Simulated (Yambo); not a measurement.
Quantum ESPRESSO input (LDA, PseudoDojo standard norm-conserving files, scalar-relativistic) whose wavefunctions are converted with p2y:

```
&CONTROL
  calculation = 'nscf'
  pseudo_dir = './pseudo'
  outdir = './out'
/
&SYSTEM
  ibrav = 0
  nat = 10
  ntyp = 4
  ecutwfc = 84.0
  ecutrho = 336.0
  occupations = 'fixed'
  force_symmorphic = .true.
  nbnd = 216
/
&ELECTRONS
  conv_thr = 1e-08
  diago_full_acc = .true.
  diago_thr_init = 1e-08
/
ATOMIC_SPECIES
O 15.9990 O.upf
Mg 24.3050 Mg.upf
Mo 95.9500 Mo.upf
Ba 137.3270 Ba.upf
CELL_PARAMETERS angstrom
  0.000000000000   4.106140000000   4.106140000000
  4.106140000000   0.000000000000   4.106140000000
  4.106140000000   4.106140000000   0.000000000000
ATOMIC_POSITIONS crystal
O   0.761270000000   0.238730000000   0.238730000000
O   0.238730000000   0.761270000000   0.761270000000
O   0.238730000000   0.761270000000   0.238730000000
O   0.761270000000   0.238730000000   0.761270000000
O   0.238730000000   0.238730000000   0.761270000000
O   0.761270000000   0.761270000000   0.238730000000
Mg   0.500000000000   0.500000000000   0.500000000000
Mo   0.000000000000   0.000000000000   0.000000000000
Ba   0.250000000000   0.250000000000   0.250000000000
Ba   0.750000000000   0.750000000000   0.750000000000
K_POINTS automatic
1 1 1 0 0 0
```

Yambo's initialisation report on symmetry, reciprocal space, the k grid and the gaps on this mesh:

```
  [02.02] Symmetries
  ==================

  Inversion symmetry    : yes
  Spatial inversion     : yes
  Inversion index       :  25
  K-space Time-reversal : no
  Magnetic symmetries   : no
  Group table correct   : yes
  Symmetries units      :  [cc]

  [02.03] Reciprocal space
  ========================

  nG shells         :   684
  nG charge         :   96917
  nG WFs            :  12051
  nC WFs            :  12051
  G-vecs. in first 68 shells:  [ Number ]
     1    9   15   27   51   59   65   89  113
    137   169   181   229   259   283   307   331   339
    387   411   459   531   537   561   609   645   701
    725   749   821   869   893   941   965  1037  1067
   1139  1211  1243  1291  1363  1411  1459  1471  1591
   1639  1687  1759  1807  1837  1893  1917  1989  2085
   2109  2133  2229  2277  2397  2421  2445  2565  2637
   2685  2733  2741  2837  2891
  ...
  Shell energy in first 68 shells:  [ mHa ]
    0.00000      245.881      327.842      655.684      901.565      983.526      1311.37      1557.25      1639.21
    1967.05      2212.93      2622.74      2868.62      2950.58      3278.42      3524.30      3606.26      3934.10
    4179.98      4261.95      4589.79      4835.67      5245.47      5491.35      5573.31      5901.15      6147.04
    6229.00      6556.84      6802.72      6884.68      7212.52      7458.40      7868.21      8114.09      8196.05
    8523.89      8769.77      8851.73      9425.46      9507.42      9835.26      10081.1      10490.9      10736.8
    10818.8      11146.6      11392.5      11474.5      11802.3      12048.2      12130.2      12458.0      12703.9
    13113.7      13359.6      13441.5      13769.4      14015.2      14097.2      14425.0      14670.9      14752.9
    15080.7      15326.6      15736.4      15982.3      16064.3
  ...

  [02.04] K-grid lattice
  ======================

  Compatible Grid is   : 0D
  K lattice UC volume  :  0.265468 [a.u.]

  IBZ K-points                                      :  1
  BZ  K-points                                      :  1

  K/Q-points units:
  rlu = crystal or reduced units; cc = cartesian coordinates; iku = interal k-units

  K [1]          [rlu]:  0.000000  0.000000  0.000000
         WF components:  12051

  [02.05] Energies & Occupations
  ==============================

  [X] === General ===
  [X] Electronic Temperature                        :  0.000000  0.000000 [eV K]
  [X] Bosonic    Temperature                        :  0.000000  0.000000 [eV K]
  [X] Finite Temperature mode                       : no
  [X] El. density                                   :  0.57777E+24 [cm-3]
  [X] Fermi Level                                   :  8.858976 [eV]

  [X] === Gaps and Widths ===
  [X] Conduction Band Min                           :  2.326404 [eV]
  [X] Valence Band Max                              :  0.000000 [eV]
  [X] Filled Bands                                  :   40
  [X] Empty Bands                                   :   41  216
  [X] Direct Gap                                    :  2.326404 [eV]
  [X] Direct Gap localized at k                     :  1
```
The gaps are LDA values on this mesh alone; only operations without fractional translations are kept.

Spin-orbit coupling is not included.

Geometry of the Materials Project entry, not relaxed at this level.
